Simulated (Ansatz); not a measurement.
In2Se3 (La2O3 or Ni2Al3 type, space group No. 164), the program Ansatz at the PBE level (PAW), all energies at zero smearing, with the estimated change up to a 700 eV cutoff added, with one set of potentials and settings (totals compare only within such a set). Cell of 5 atoms (2 In, 3 Se): -27605.344 eV.

```tsv
element	reference phase	E (eV/atom)
In	I4/mmm, 1 atoms in the cell	-5597.8481
Se	P3_121, 3 atoms in the cell	-5469.0798
```

Formation energy per atom, worked out: (-27605.344 − 2×(-5597.8481) − 3×(-5469.0798))/5 = -0.482 eV/atom (-46 kJ per mol of atoms), at 0 K, without zero-point energy or fitted corrections.

Space group P-3m1 (La2O3 or Ni2Al3 type). A made-up cell: these elements were put on the sites of a structure type; neither database checked (COD, Materials Project) lists it. COD files the formula under space group No. 160, 166, 169, 170, so this cell is another polymorph or a model. Its standing as an ambient phase is unchecked. The PBE relaxation kept the symmetry of its start; its stability against distortions is not shown here. The references are the lowest solids computed at this level, not always the standard phases.

Potentials: the later of the program's two PAW sets.
